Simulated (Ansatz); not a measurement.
HfRu:
Space group Pm-3m (No. 221); a = b = c = 3.2085 Å, α = β = γ = 90.00°

| atom | site | symmetry | x | y | z |
|---|---|---|---|---|---|
| Ru | 1b | m-3m | 0.5000 | 0.5000 | 0.5000 |
| Hf | 1a | m-3m | 0.0000 | 0.0000 | 0.0000 |

Relaxed with PBEsol.

Which orbitals make up the states near the Fermi level in PBEsol (plane waves, PAW; program Ansatz)?

Within 0.5 eV of the Fermi level: Ru 4d 45 %, Hf 5d 39 %, outside the projected shells 7 %. Projections are on Löwdin-orthogonalised atomic valence shells; empty p or d shells of many metals are not among them.

Tabulate the density of states.

States/eV per cell of 2 atoms, in 0.25 eV bins, energy from the Fermi level.

```tsv
E (eV)	total	Ru 4d	Hf 5d	Ru 5s
-7.85	0.04	0.00	0.00	0.02
-7.60	0.07	0.00	0.00	0.03
-7.35	0.10	0.00	0.00	0.04
-7.10	0.13	0.00	0.00	0.05
-6.85	0.15	0.00	0.00	0.06
-6.60	0.18	0.00	0.01	0.07
-6.35	0.21	0.01	0.01	0.08
-6.10	0.25	0.01	0.01	0.10
-5.85	0.30	0.02	0.02	0.11
-5.60	0.37	0.04	0.04	0.12
-5.35	0.58	0.13	0.09	0.14
-5.10	1.44	0.56	0.36	0.18
-4.85	1.84	0.80	0.53	0.17
-4.60	2.12	1.02	0.63	0.14
-4.35	2.37	1.31	0.70	0.11
-4.10	2.66	1.63	0.77	0.12
-3.85	2.67	1.56	0.79	0.20
-3.60	1.56	0.92	0.52	0.07
-3.35	1.68	1.17	0.42	0.04
-3.10	4.70	3.53	1.05	0.04
-2.85	3.67	2.71	0.85	0.04
-2.60	2.49	1.83	0.57	0.04
-2.35	2.70	2.01	0.51	0.09
-2.10	3.94	2.96	0.66	0.17
-1.85	3.85	2.80	0.73	0.13
-1.60	2.39	1.45	0.62	0.09
-1.35	2.55	1.72	0.54	0.07
-1.10	1.07	0.52	0.33	0.05
-0.85	0.61	0.24	0.20	0.04
-0.60	0.51	0.19	0.18	0.03
-0.35	0.44	0.16	0.17	0.02
-0.10	0.38	0.13	0.17	0.02
0.15	0.53	0.26	0.21	0.02
0.40	0.84	0.45	0.32	0.02
0.65	1.86	1.01	0.68	0.09
0.90	2.44	1.10	1.05	0.11
1.15	2.52	0.93	1.26	0.08
1.40	2.27	0.75	1.31	0.05
1.65	2.84	0.79	1.80	0.06
1.90	2.64	0.64	1.67	0.10
2.15	2.73	0.66	1.76	0.14
2.40	2.67	0.53	1.75	0.19
2.65	1.26	0.20	0.96	0.04
2.90	1.41	0.19	1.12	0.03
3.15	1.09	0.16	0.83	0.03
3.40	0.86	0.13	0.64	0.03
3.65	0.76	0.12	0.55	0.03
3.90	0.74	0.12	0.53	0.03
4.15	0.77	0.12	0.54	0.03
4.40	1.06	0.15	0.79	0.03
4.65	1.66	0.23	1.28	0.03
```

The workflow started from an entry of the Crystallography Open Database (COD). Whether it is the stable phase at ambient conditions was not checked. The PBEsol relaxation kept the symmetry of its start; of distortions, only those at the zone centre were tested. No spin polarisation was allowed. Spin–orbit coupling is left out wherever it is not named.

Potentials: the later of the program's two PAW sets.
